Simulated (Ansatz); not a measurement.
Ansatz input

```yaml
crystal:
  lattice:
    - [0.0, 1.4175125177, 1.4175125177]
    - [1.4175125177, 0.0, 1.4175125177]
    - [1.4175125177, 1.4175125177, 0.0]
  atoms:
    - { symbol: B, position: [0.0, 0.0, 0.0] }
hamiltonian:
  xc: lda
  pseudopotentials:
    kind: paw_fr
    azcp:
      B: "pseudopotentials/B.paw.azcp"
basis:
  ecutwfc: 420
  fft_grid_basis: typed
kpoints:
  mp_grid: { grid: [19, 19, 19], shift: [0, 0, 0] }
magnetization:
  noncollinear: true
  spin_orbit: true
scf:
  occupations: { method: fermi_dirac, width: 0.1 }
```

Output

```
Warning: the record states the generating functional pbe (its physics header spells it `PBE`), which answers neither for hamiltonian.xc's functional nor for the lda family's — results may be inconsistent (PPs are generated against a specific XC)
Engine: ansatz 0.2.0, aarch64-unknown-linux-gnu
Pseudopotentials: kind: paw_fr
Pseudopotential: B, paw_fr, valence charge 3, recommended cutoff 420 eV (normal) 
Functional definition: SPW92
  exchange = slater_x
  correlation = pw_c
non-collinear run that drives no moment, with spin-orbit: no starting moment large enough to seed its density (crystal.atoms[].spin), no starting occupations that ask for one, no magnetisation constraint and no magnetic field, so the semilocal B_xc is pinned to zero
Crystal: 1 atoms, lattice volume = 5.697 Å³
Basis set: ecut = 420 eV, 113 PW (Γ)
Bands: 12, of which v1, the nominal top of the filled ones, is band 3 counted from 1 (2 counted from 0)
Symmetry: 48 space group operations + 48 with time reversal
Magnetic group: BNS 225.117 (UNI 1619), of the structure as read, at distance tolerance 1.8e-5 Å
k-points: 220 of 6859
Projection manifold: j_resolved (fully-relativistic pseudo-atomic orbitals)
Non-local potential: B, projectors of the file, l = 0: 2, l = 1: 4, l = 2: 2
PAW form: soft (Blöchl's): semilocal exchange-correlation on the pseudo side does not see the compensation charge
PAW frozen core: B, regenerated for the run's functional, and the local potential with it (the file was generated under x = pbe(κ = 0.804, μ = 0.2195149727645171), c = pbe(β = 0.06672455060314922))
PAW one-centre angular grid: B, 110 points (default); XC on 64 Gauss nodes
Initial density: superposition of atomic densities (chi_scale 0.1, normalization cell)
Initial wavefunctions: pseudopotential atomic-orbital guess
Functional: x = slater, c = lda
SCF iter   1: F=—  HF=-148.433586 eV  |F-HF|=—  |Δ(HF+E_count)|=         —  Δρ=2.89e-2  dr2=2.01e-2  dr2_m=0.00e0 (ungated)  ethr=3.10e-3  |M|=0.00e0 ∫|m|=0.00e0 μB  |m|>n=0.0e0 m-floor=0.0e0 τ_xc=0.0e0  β_m=0.30  ⟨swp⟩=4.5  Hψ=7438  notcnv=0  defer=12
SCF iter   2: F=—  HF=-148.429734 eV  |F-HF|=—  |Δ(HF+E_count)|=   3.85e-3  Δρ=2.01e-2  dr2=9.64e-3  dr2_m=0.00e0 (ungated)  ethr=6.68e-4  |M|=0.00e0 ∫|m|=0.00e0 μB  |m|>n=0.0e0 m-floor=0.0e0 τ_xc=0.0e0  β_m=0.65  ⟨swp⟩=1.0  Hψ=2200  notcnv=0  defer=50
SCF iter   3: F=—  HF=-148.426137 eV  |F-HF|=—  |Δ(HF+E_count)|=   3.60e-3  Δρ=2.34e-4  dr2=1.50e-6  dr2_m=0.00e0 (ungated)  ethr=3.21e-4  |M|=0.00e0 ∫|m|=0.00e0 μB  |m|>n=0.0e0 m-floor=0.0e0 τ_xc=0.0e0  β_m=0.79  ⟨swp⟩=1.0  Hψ=908  notcnv=0  defer=50
SCF iter   4: F=—  HF=-148.426137 eV  |F-HF|=—  |Δ(HF+E_count)|=   8.93e-7  Δρ=3.16e-5  dr2=1.22e-8  dr2_m=0.00e0 (ungated)  ethr=3.33e-9  |M|=0.00e0 ∫|m|=0.00e0 μB  |m|>n=0.0e0 m-floor=0.0e0 τ_xc=0.0e0  β_m=0.83  ⟨swp⟩=2.3  Hψ=2146  notcnv=0
SCF iter   5: F=-148.426137 eV  HF=-148.426137 eV  |F-HF|=1.04e-10  |Δ(HF+E_count)|=   1.55e-8  Δρ=5.09e-6  dr2=4.39e-10  dr2_m=0.00e0 (ungated)  ethr=4.05e-10  |M|=0.00e0 ∫|m|=0.00e0 μB  |m|>n=0.0e0 m-floor=0.0e0 τ_xc=0.0e0  ⟨swp⟩=1.0  Hψ=2924  notcnv=0
SCF 1 converged in 5 iterations: F = -148.426137 eV  dr2 = 4.39e-10
SCF converged after 5 iterations
Magnetization: |M| = 0.0000 μB,  M = (+0.0000, +0.0000, +0.0000) μB
Absolute magnetization: 0.0000 μB (∫|m|)
  site 0: m = (+0.0000, +0.0000, +0.0000) μB, |m| = 0.0000 μB  (R = 0.83 Å)
Free energy (F): -148.426137 eV
Harris-Foulkes:  -148.426137 eV  (|F-HF|=1.04e-10)
Internal energy: -148.420074 eV  (E = F + TS)
E sigma→0 (E₀):  -148.423105 eV
Entropy (-TS):   -0.006062 eV (-6.062 meV/atom)
Fermi energy:    14.861647 eV
--- Per-component energies (eV) ---
  E_band       = 19.685753
  E_kinetic    = 50.051246
  E_local      = -0.679897  (includes V_loc(G=0)·N_el)
  E_nonlocal   = 11.779823
  E_hartree    = 0.252608
  E_xc         = -32.714624
  E_vxc        = -39.045647  (∫ρ·V_xc dr)
  E_paw        = -72.361731  (= ΣΔE_a)
  E_vpaw       = -2.924990  (= ΣTr[D̂ρ^β])
  E_aug_tail   = -0.000002  (compensation charges beyond the density's cutoff)
  E_ewald      = -104.793342
  E_core_change = 0.045844  (= ΣΔE_core)
  E_smearing   = -0.006062  (= −TS)
  E_closure    = 0.000000  (closes the sum)
  Σ components = -148.426137   (vs F -148.426137, Δ=0.00e0)
```
